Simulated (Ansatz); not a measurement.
Input and command of a plane-wave DFT calculation in Ansatz:

```yaml
crystal:
  lattice:
    - [3.6369088427, 0.0, 0.0]
    - [0.0, 3.6369088427, 0.0]
    - [0.0, 0.0, 3.6369088427]
  atoms:
    - { symbol: Mn, position: [0.0, 0.5, 0.5] }
    - { symbol: Mn, position: [0.5, 0.0, 0.5] }
    - { symbol: Mn, position: [0.5, 0.5, 0.0] }
    - { symbol: Ir, position: [0.0, 0.0, 0.0] }
    - { symbol: "N", position: [0.5, 0.5, 0.5] }
basis:
  ecutwfc: 420
kpoints:
  mp_grid: { grid: [10, 10, 10] }
hamiltonian:
  xc: pbesol
scf:
  occupations: { method: gaussian, width: 0.1 }
output:
  forces: true
  stress: true
  eigenvalues: true
```

```bash
ansatz run input.yaml --threads 1 --pin off --max-ram 2560MiB --backend cpu --events-out ev --progress --plain --runs-dir out
```

Processor: Arm Neoverse V2, 1 thread, on a host shared with other jobs.

Estimate time, memory and problem size.

About 6.4 s on 1 thread of Arm Neoverse V2, with other jobs on the host, peak memory 0.38 GiB. It solves 41 bands at 56 k points (the mesh reduced by symmetry) with about 925 plane waves, in 7 SCF iterations.
